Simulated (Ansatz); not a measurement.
# ZrC: a fit and a missing row

ZrC, Fm-3m, a = 4.669 Å. Ansatz: PBEsol, PAW, 420 eV, Γ-centred 16×16×16 mesh on 2 atoms, Gaussian smearing 0.10 eV; no spin polarisation. Symmetry fixes shape and atoms, so the cell is only scaled; pressure is positive in compression.

```
V (Å³/atom) P (GPa)
     11.960    16.49
     12.342     7.59
     12.724    -0.05
     13.106    -6.62
     13.487        ?
```

Question: Take V0 = 12.724 Å³/atom, count pressures from its P0 = -0.05 GPa, fit the third-order Birch–Murnaghan form to the other rows, and predict the missing pressure.

Answer: With the Eulerian strain f = ½[(V0/V)^(2/3) − 1] and y = (P − P0)/[3f(1 + 2f)^(5/2)], the form is the line y = B0 + 1.5 B0 (B0′ − 4) f. Rows (f, y): 0.02107, 236.0; 0.01026, 235.9; -0.00976, 235.7. Means f = 0.007190, y = 235.87; Σ(Δf)² = 0.0004894, ΣΔfΔy = 0.004778; the slope is their ratio. y = 235.8 + 9.763 f GPa, so B0 = 235.8 GPa and B0′ = 4 + 2 × (9.763)/(3 × 235.8) = 4.03. At V = 13.487, f = -0.01904, y = 235.61 and P = -12.26 GPa. The run gave -12.26 GPa, the same to the digits shown. The form still works here, 33 % of the fitted range beyond its end.